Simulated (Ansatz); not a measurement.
LiPb, DFT, LDA, all-electron PAW with datasets made for the crystal, scalar-relativistic (Ansatz 0.2.0), run on 1 thread of Arm Neoverse V2 on a shared host.

The cell is COD entry 1522614, as deposited and not checked against the literature; nothing was relaxed. It is an old determination, and later ones may differ. The listed cell was then made from it by scaling, straining or moving an atom.

Command: `ansatz run input.yaml --threads 1 --pin off --max-ram 3072MiB --backend cpu --events-out ev --progress --plain --runs-dir out`

```yaml
crystal:
  lattice:
    - [3.522, 0.03522, 0.03522]
    - [0.03522, 3.522, 0.03522]
    - [0.03522, 0.03522, 3.522]
  atoms:
    - { symbol: Li, position: [0.5, 0.5, 0.5] }
    - { symbol: Pb, position: [0.0, 0.0, 0.0] }
kpoints:
  mp_grid: { grid: [10, 10, 10] }
scf:
  occupations: { method: fermi_dirac, width: 0.03 }
hamiltonian:
  xc: lda
  pseudopotentials: { kind: all_electron, datasets: crystal }
output:
  forces: true
  stress: true
  eigenvalues: true
  efg: { contact_densities: true }
```

Q: How large is the problem that the program sets up?

A: 116 irreducible k-points, 443 plane waves at Γ, 14 bands.

Q: Estimate the wall time and the peak memory.

A: 11 s of wall time for 8 SCF iterations, with a peak of 0.45 GiB. Times on shared machines scatter by tens of per cent.

Q: And the same cell and mesh by PAW (frozen-core files), asked for forces, stress, eigenvalues, efg, write_density, write_potential, elf, on the same hardware?

A: 6 s, peak memory 0.4 GiB.
